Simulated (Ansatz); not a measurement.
A scan (energy against volume; even scaling of the relaxed cell, symmetry kept) gave these values. Level of theory: PBE (plane waves to 420 eV, PAW, scalar-relativistic; Ansatz, an electronic-structure program).

The bulk modulus B₀ (third-order Birch-Murnaghan fit) is 213 GPa, the pressure derivative B₀′ (fit) is 3.9 and the equilibrium volume of the fit is 10.50 Å³/atom.

Question: Of these crystals, all scanned alike, which one is it?
A. SiC (zinc blende)
B. GaSb (zinc blende)
C. GaP (zinc blende)
D. Cu (fcc, Cu type)

Answer: A, SiC (zinc blende). The others have, for the bulk modulus: GaP 76.7 GPa, GaSb 44.6 GPa, Cu 141 GPa

All were relaxed with their symmetry unable to fall. At this level the bands of GaSb touch or barely overlap; measurements give the solid a gap. Cu is run without spin polarisation. Spin-orbit coupling is left out. The PAW data are Ansatz's earlier set.

(A scan under strain: stresses follow from slopes of the energy per volume, elastic moduli from its curvatures.)
